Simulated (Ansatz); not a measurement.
The cell is an ordered 8-atom cell of InBAs2 on the zincblende lattice (I-42d); cell and atoms were relaxed with r2SCAN. The symmetry is I-42d (No. 122, tetragonal); conventional cell a = 5.558 Å, c = 10.280 Å, 19.85 Å³ an atom. B has 4 As at 2.12 Å; As has 2 B at 2.12 Å and 2 In at 2.62 Å; In has 4 As at 2.62 Å.

```yaml
crystal:
  lattice:
    - [-2.77907, 2.77907, 5.13977]
    - [2.77907, -2.77907, 5.13977]
    - [2.77907, 2.77907, -5.13977]
  atoms:
    - { symbol: B, position: [0.00000, 0.00000, 0.00000] }
    - { symbol: As, position: [0.37500, 0.29858, 0.42358] }
    - { symbol: B, position: [0.75000, 0.25000, 0.50000] }
    - { symbol: As, position: [0.04858, 0.62500, 0.92358] }
    - { symbol: In, position: [0.50000, 0.50000, 0.00000] }
    - { symbol: As, position: [0.87500, 0.95142, 0.57642] }
    - { symbol: In, position: [0.25000, 0.75000, 0.50000] }
    - { symbol: As, position: [0.70142, 0.12500, 0.07642] }
```

The questions ask for values computed with Ansatz 0.2.0 on this geometry. All values are calculated for a non-magnetic cell, which may be hypothetical.

Given (6×6×6 mesh): PBE gives an indirect gap of 0.75 eV, from Γ to Γ–M (0.20 of the way from Γ); the least direct gap is 0.81 eV at Γ.

**Question.** Estimate the gap with PBE+SOC on 6×6×6.

**Answer.** With PBE+SOC the valence top lies at Γ and the conduction bottom at Γ–M (0.22 of the way from Γ), 0.67 eV higher; the smallest vertical gap, at Γ, is 0.73 eV. The gap differs by -0.08 eV from PBE's.

**Question.** How does the gap change from PBE to r2SCAN (6×6×6)?

**Answer.** With r2SCAN the valence top lies at Γ and the conduction bottom at Γ–M (0.22 of the way from Γ), 0.98 eV higher; the smallest vertical gap, at Γ, is 1.05 eV. The gap differs by +0.23 eV from PBE's.

**Question.** How does the gap change from PBE to HSE06 (4×4×4)?

**Answer.** The HSE06 gap is indirect, 1.32 eV (Γ to Γ–M (0.22 of the way from Γ)), below the direct gap of 1.36 eV at Γ. The gap differs by +0.57 eV from PBE's.

**Question.** Estimate the gap with PBE0 on 4×4×4.

**Answer.** The PBE0 gap is indirect, 1.96 eV (Γ to Γ–M (0.22 of the way from Γ)), below the direct gap of 2.00 eV at Γ. The gap differs by +1.21 eV from PBE's.

**Question.** How do the levels compare, in gap and in cost?

**Answer.** r2SCAN covers 41 % of the step from PBE to HSE06, while HSE06 needs about 12 times r2SCAN's cost (on a coarser mesh). For gaps to 0.1 eV, spin-orbit coupling (up to 0.08 eV here) is at the margin. Among these functionals the gap stays indirect.

Only the levels marked +SOC include spin-orbit coupling.

Where an edge lies off the special points, it is a point of the mesh or the k point where a search put PBE's edge or least direct gap, reused for the other functionals, whose own edges may lie a little apart; PBE's own value is read along its path and can be a few hundredths of an eV high.

The meshes of the hybrids are coarse, so their gaps aren't converged to the digits shown.
